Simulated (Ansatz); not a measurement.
This cell of CsSnI₃ (cubic perovskite) is off equilibrium:

```xyz
5
Lattice="6.2244 0.0000 0.0000 0.0000 6.2244 0.0000 0.0000 0.0000 6.2244" Properties=species:S:1:pos:R:3 pbc="T T T"
Cs    -0.7621    -0.7621    -0.7621
Sn     3.1122     3.1122     3.1122
I      0.0000     3.1122     3.1122
I      3.1122     3.1122     0.0000
I      3.1122     0.0000     3.1122
```

Computed with r2SCAN (plane waves to 500 eV, PAW, scalar-relativistic; Ansatz, an electronic-structure program). k mesh 5×5×5 (Γ-centred), Fermi-Dirac smearing 0.05 eV. Energies are smeared free energies. Compression counts positive. On this mesh the relaxed cell isn't quite at rest: it carries a pressure of -0.1 GPa (compression positive) at the zero of the scan. CsSnI3 was relaxed with its symmetry unable to fall. Spin-orbit coupling is left out, though I is heavy. This is a high-temperature form of CsSnI3.

Problem. What forces act on the atoms (eV/Å, Cartesian)?

Solution. 
| atom | Fx | Fy | Fz |
|---|---|---|---|
| Cs1 | 0.950 | 0.950 | 0.950 |
| Sn2 | -0.113 | -0.113 | -0.113 |
| I3 | 0.105 | -0.471 | -0.471 |
| I4 | -0.471 | -0.471 | 0.105 |
| I5 | -0.471 | 0.105 | -0.471 |

Problem. What is the stress tensor (GPa)?

Solution. 
```
   1.79     0.50     0.50
   0.50     1.79     0.50
   0.50     0.50     1.79
```
The pressure, a third of the trace, is 1.79 GPa.

Problem. In it atom 1 sits (-0.762, -0.762, -0.762) Å away from its relaxed site. What is its energy relative to the relaxed cell?

Solution. 588 meV/cell.

(A displaced cell: forces are minus the slopes of the energy, force constants its curvatures, and phonons follow from these.)
